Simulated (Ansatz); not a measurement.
GaNi3N:
```xyz
5
Lattice="3.7303 0.0000 0.0000 0.0000 3.7303 0.0000 0.0000 0.0000 3.7303" Properties=species:S:1:pos:R:3 pbc="T T T"
Ga     0.0000     0.0000     0.0000
N      1.8652     1.8652     1.8652
Ni     0.0000     1.8652     1.8652
Ni     1.8652     1.8652     0.0000
Ni     1.8652     0.0000     1.8652
```

Relaxed with PBEsol. Special points in fractions of this cell's reciprocal vectors: Γ (0.000, 0.000, 0.000); X (0.000, 0.500, 0.000); M (0.500, 0.500, 0.000); R (0.500, 0.500, 0.500).

Problem. List the band energies nearest the Fermi level at these points for DFT-PBEsol in the program Ansatz with PAW potentials.

Solution. In eV from the Fermi level; about four levels below and three above (degenerate sets whole), none deeper than 8.9 eV; points with the same levels are listed once.

| k | below | above |
|---|---|---|
| Γ | -0.92 -0.92 -0.92 -0.72 | 0.88 1.93 1.93 1.93 |
| X | -1.33 -0.92 -0.79 -0.79 | 1.13 1.30 3.62 3.62 |
| M | -1.11 -0.48 -0.48 -0.07 | 3.26 3.38 3.38 |
| R | -1.41 -1.41 -0.91 -0.91 -0.91 | 0.76 0.76 0.76 |

Space group Pm-3m (anti-perovskite). The cell is a constructed one: a structure type filled with these elements; neither database checked (COD, Materials Project) lists it. Its standing as an ambient phase is unchecked. The cell was relaxed with PBEsol under the symmetry of its start; phonons show weakly imaginary modes. The workflow began spin-polarised and lost its moments. Scalar-relativistic: spin–orbit coupling is off unless named, which matters more the heavier the elements.

Potentials: the later of the program's two PAW sets.
